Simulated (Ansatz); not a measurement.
HgS in space group P-6m2 (No. 187; Hg on 1a, S on 1f) at seven volumes, PBE (plane waves, PAW; program Ansatz), shape and atoms relaxed at each. One row is withheld.

```
V (Å³/atom)  P (GPa)
-----------  -------
20.279          6.70
20.947          4.03
21.616          1.83
22.284          0.00
22.953         -1.56
23.622             ?
24.290         -3.95
```

Problem. Fit the shown pressures and predict the withheld one.

Solution. P = (3/2)B₀(x^(7/2) − x^(5/2))[1 + (3/4)(B′ − 4)(x − 1)] with x = (V₀/V)^(2/3). Least squares on the six rows gives V₀ = 22.279 Å³/atom, B₀ = 56.4 GPa, B′ = 4.92. At V = 23.622, x = 0.9617 and P = -2.86 GPa. The run itself gave -2.86 GPa.

The cell is a constructed one: a structure type filled with these elements; neither database checked (COD, Materials Project) lists it. COD files the formula under space group No. 152, 154, 166, 216, so this cell is another polymorph or a model. Whether it is the stable phase at ambient conditions was not checked. The cell was relaxed with PBE under the symmetry of its start; whether a distortion lowers the energy is not shown. Scalar-relativistic: spin–orbit coupling is off unless named, which matters more the heavier the elements.

Potentials: the later of the program's two PAW sets.
